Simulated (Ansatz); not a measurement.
A geometry of AlNi away from equilibrium: step 2 of the relaxation of a relaxed AlNi cell shaken by Gaussian noise of σ = 0.08 Å a coordinate. Computed with PBEsol (plane waves to 420 eV, PAW, scalar-relativistic; Ansatz, a quantum-chemistry and plane-wave program). Γ-centred k-mesh 5×5×13 on the run's cell (coarser than for final values), Fermi–Dirac smearing 0.05 eV.

```xyz
8
Lattice="7.3708 -0.0134 -0.0991 -0.0134 7.3468 0.0153 -0.0341 0.0052 2.5364" Properties=species:S:1:pos:R:3:forces:R:3 pbc="T T T" free_energy=-25316.977 pressure_GPa=0.7
Ni     6.5750     0.8033     1.1859    0.1319    0.0120   -0.1657
Ni     2.8609     2.8076    -0.0014    0.1486   -0.0543   -0.1277
Ni     4.5094     4.4501     0.0249    0.1699    0.4951    0.2326
Ni     0.8133     6.3558     1.1878   -0.8146    1.4610   -0.1671
Al     5.8989     5.9183     1.3185   -0.5106   -0.5383    0.3094
Al     2.1653     5.1383    -0.0374    1.2935   -1.2421   -0.1856
Al     5.2349     2.2113    -0.1614   -0.3054    0.1435   -0.0526
Al     1.5035     1.3829     1.1806   -0.1133   -0.2769    0.1567
```

Positions in Å, forces in eV/Å, free energy of the cell in eV (comparable only within this code, potentials and settings). Largest force: 1.80 eV/Å, on Al6 (atoms numbered as listed); the geometry lies 0.51 eV/atom above the end of its relaxation.

No spin polarisation in the result. A magnetic state may lie lower.

The end of the path is a generated cell of AlNi: the first start was made by placing the elements on the sites of a structure type, and the end was not matched to a known phase here, so it may be hypothetical. Known forms of AlNi include space group No. 221.
